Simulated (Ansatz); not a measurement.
TlBr (CsCl type, Pm-3m), PBE (plane waves, PAW; program Ansatz). The conduction-band minimum lies at X, with 3 equivalent valleys. Second derivatives d²E/dk² of the lowest band at one valley (eV·Å²), along Cartesian directions:

| direction | d²E/dk² |
|---|---|
| [100] | 31.66 |
| [010] | 31.66 |
| [001] | 42.46 |
| [110] | 31.67 |
| [101] | 37.04 |
| [011] | 37.04 |

Task: Find the principal effective masses, the density-of-states mass and the conductivity mass.

Result: Off-diagonal terms follow from H_xy = H[110] − (H_xx + H_yy)/2, and m*/mₑ = 7.620 eV·Å² over each eigenvalue: 0.18, 0.24, 0.24. One valley's DOS mass (m₁m₂m₃)^(1/3) = 0.22, conductivity mass 3/(Σ 1/mᵢ) = 0.22 mₑ.

Task: What effective density of states Nc follows at 300 K for parabolic valleys?

Result: Nc = 2.509e19 × 3 × (0.22)^(3/2) ≈ 7.8e18 cm⁻³.

The PBE relaxation kept the symmetry of its start. Scalar-relativistic: spin–orbit coupling is off unless named, which matters more the heavier the elements.

Potentials: the later of the program's two PAW sets.

Edges and masses are those of Kohn–Sham bands, whose gap is no quasiparticle gap.
